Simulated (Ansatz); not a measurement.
Given:

TlBr:
```xyz
2
Lattice="0.0000 3.2104 3.2104 3.2104 0.0000 3.2104 3.2104 3.2104 0.0000" Properties=species:S:1:pos:R:3 pbc="T T T"
Tl     0.0000     0.0000     0.0000
Br     3.2104     3.2104     3.2104
```

This is the LDA-relaxed structure.

### Question
All from LDA in the plane-wave PAW code Ansatz, unless another level is named. Estimate the Debye temperature from the elastic constants.

### Answer
114 K.

### Question
Next, the elastic constants (relaxed ions, GPa)?

### Answer
C11 = 63.0, C12 = 8.1, C44 = 2.8.

Space group Fm-3m (rock salt). The first step of the workflow began from a Materials Project structure, measured or hypothetical; the Crystallography Open Database copy checked does not list it. COD files the formula under space group No. 221, so this cell is another polymorph or a model. Whether it is the stable phase at ambient conditions was not checked. The LDA relaxation kept the symmetry of its start; its stability against distortions is not shown here. Scalar-relativistic: spin–orbit coupling is off unless named, which matters more the heavier the elements.

Potentials: the later of the program's two PAW sets.
